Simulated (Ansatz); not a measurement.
**AgCl: computed property card**

AgCl:
```
CELL_PARAMETERS angstrom
      1.86265    -5.55346     0.00000
      1.86265     5.55346     0.00000
      0.00000     0.00000     3.94500
ATOMIC_POSITIONS crystal
  Ag 0.39602 0.60398 0.75000
  Ag 0.60398 0.39602 0.25000
  Cl 0.86596 0.13404 0.25000
  Cl 0.13404 0.86596 0.75000
```

Space group Cmcm (No. 63); conventional cell a = 3.7253 Å, b = 11.1069 Å, c = 3.9450 Å, α = β = γ = 90.00°.

Method: r²SCAN in the plane-wave PAW code Ansatz. Structure relaxed to zero pressure with the same functional. Other levels are named where they apply.

### Cell and energy

- Volume per atom: 20.40 Å³
- Density: 5.83 g/cm³
- Formation energy from the elements (no fitted shifts): -0.56 eV/atom

### Electronic structure

- Band gap: 1.01 eV (indirect)
- Valence-band maximum: on the Σ0–Γ line, 12 % of the way from Σ0 (k = 0.245, 0.245, 0.000 in fractions of the reciprocal vectors)
- Conduction-band minimum: at Γ
- Smallest direct gap on the standard path: 2.57 eV
- Electron effective mass: 0.24, 0.24, 0.36 mₑ (principal values)
- Electron effective mass with spin–orbit coupling: 0.24, 0.24, 0.37 mₑ (principal values)
- Hole effective mass: 0.50, 0.70, 13 mₑ (principal values)
- Hole effective mass with spin–orbit coupling: 0.51, 0.72, 13 mₑ (principal values)
- Gap with spin–orbit coupling: 0.99 eV

### Charges

- Bader charges: Ag +0.60, Cl -0.60 e

The workflow started from a Materials Project entry (that database holds measured and hypothetical structures alike); the Crystallography Open Database copy checked does not list it. It is not the phase usual at ambient conditions (space group No. 225). The r²SCAN relaxation kept the symmetry of its start; whether a distortion lowers the energy is not shown. No spin polarisation was allowed. The references are the lowest solids computed at this level, not always the standard phases (solids in place of the gases). Spin–orbit coupling is left out wherever it is not named.

Potentials: the later of the program's two PAW sets.
